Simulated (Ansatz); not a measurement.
Nb6Si7Ni16:
```yaml
crystal:
  lattice:
    - [0.00000, 5.58504, 5.58504]
    - [5.58504, 0.00000, 5.58504]
    - [5.58504, 5.58504, 0.00000]
  atoms:
    - { symbol: Nb, position: [0.79527, 0.79527, 0.20473] }
    - { symbol: Nb, position: [0.20473, 0.20473, 0.79527] }
    - { symbol: Nb, position: [0.20473, 0.79527, 0.79527] }
    - { symbol: Nb, position: [0.79527, 0.20473, 0.20473] }
    - { symbol: Nb, position: [0.79527, 0.20473, 0.79527] }
    - { symbol: Nb, position: [0.20473, 0.79527, 0.20473] }
    - { symbol: Si, position: [0.50000, 0.50000, 0.50000] }
    - { symbol: Si, position: [0.50000, 0.00000, 0.50000] }
    - { symbol: Si, position: [0.00000, 0.50000, 0.50000] }
    - { symbol: Si, position: [0.00000, 0.50000, 0.00000] }
    - { symbol: Si, position: [0.50000, 0.00000, 0.00000] }
    - { symbol: Si, position: [0.50000, 0.50000, 0.00000] }
    - { symbol: Si, position: [0.00000, 0.00000, 0.50000] }
    - { symbol: Ni, position: [0.16831, 0.16831, 0.49508] }
    - { symbol: Ni, position: [0.83169, 0.83169, 0.50492] }
    - { symbol: Ni, position: [0.83169, 0.50492, 0.83169] }
    - { symbol: Ni, position: [0.16831, 0.49508, 0.16831] }
    - { symbol: Ni, position: [0.16831, 0.16831, 0.16831] }
    - { symbol: Ni, position: [0.83169, 0.83169, 0.83169] }
    - { symbol: Ni, position: [0.50492, 0.83169, 0.83169] }
    - { symbol: Ni, position: [0.49508, 0.16831, 0.16831] }
    - { symbol: Ni, position: [0.61672, 0.14985, 0.61672] }
    - { symbol: Ni, position: [0.38328, 0.85015, 0.38328] }
    - { symbol: Ni, position: [0.38328, 0.38328, 0.38328] }
    - { symbol: Ni, position: [0.61672, 0.61672, 0.61672] }
    - { symbol: Ni, position: [0.14985, 0.61672, 0.61672] }
    - { symbol: Ni, position: [0.85015, 0.38328, 0.38328] }
    - { symbol: Ni, position: [0.38328, 0.38328, 0.85015] }
    - { symbol: Ni, position: [0.61672, 0.61672, 0.14985] }
```

Relaxed with r²SCAN. Special points in fractions of this cell's reciprocal vectors: Γ (0.000, 0.000, 0.000); X (0.500, 0.000, 0.500); U (0.625, 0.250, 0.625); K (0.375, 0.375, 0.750); L (0.500, 0.500, 0.500); W (0.500, 0.250, 0.750).

Task: List the band energies nearest the Fermi level at these points for r²SCAN (plane waves, PAW; program Ansatz).

Result: In eV from the Fermi level; about four levels below and three above (degenerate sets whole), none deeper than 8.9 eV; points with the same levels are listed once.

| k | below | above |
|---|---|---|
| Γ | -0.17 -0.17 -0.17 -0.06 -0.06 -0.06 | 0.35 0.35 0.59 0.59 0.59 |
| X | -0.40 -0.40 -0.12 -0.09 -0.09 | 0.06 0.15 0.41 |
| U | -0.39 -0.38 -0.27 -0.11 | 0.02 0.14 0.20 |
| L | -0.40 -0.40 -0.22 -0.10 | 0.14 0.14 0.33 0.33 |
| W | -0.41 -0.41 -0.34 -0.11 | 0.15 0.15 0.24 |

Space group Fm-3m. The first step of the workflow began from a Materials Project structure, measured or hypothetical; the Crystallography Open Database copy checked does not list it. Its standing as an ambient phase is unchecked. The r²SCAN relaxation kept the symmetry of its start; its stability against distortions is not shown here. The run is not spin-polarised. Spin–orbit coupling is left out wherever it is not named.

Potentials: the later of the program's two PAW sets.
